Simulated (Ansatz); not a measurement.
NbIr (rock salt, space group No. 225) under volume change, plane-wave PAW PBEsol (Ansatz code), scaled uniformly.

```
V (Å³/atom)  E − E(relaxed) (meV/atom)  P (GPa)
-----------  -------------------------  -------
16.120                               ?        ?
16.651                            48.9    15.57
17.182                            11.5     7.16
17.714                             0.0    -0.01
18.245                               ?        ?
18.777                            39.4   -11.28
19.308                            84.3   -15.67
```

Question: Fill in the missing entries.

Answer: 
- 18.245, E − E(relaxed) (meV/atom): 10.4
- 18.245, P (GPa): -6.10
- 16.120, E − E(relaxed) (meV/atom): 116.5
- 16.120, P (GPa): 25.46

Question: What does a third-order Birch–Murnaghan fit give for V₀, B₀ and B′?

Answer: V₀ = 17.71 Å³/atom, B₀ = 220 GPa, B′ = 4.4.

Space group Fm-3m (rock salt). The start of the workflow was typed in or built on a structure type; neither database checked (COD, Materials Project) lists it. COD files the formula under space group No. 123. Its standing as an ambient phase is unchecked. The cell was relaxed with PBEsol under the symmetry of its start. At this level the phase is mechanically unstable. No spin polarisation was allowed. Scalar-relativistic: spin–orbit coupling is off unless named, which matters more the heavier the elements.

Potentials: the later of the program's two PAW sets.
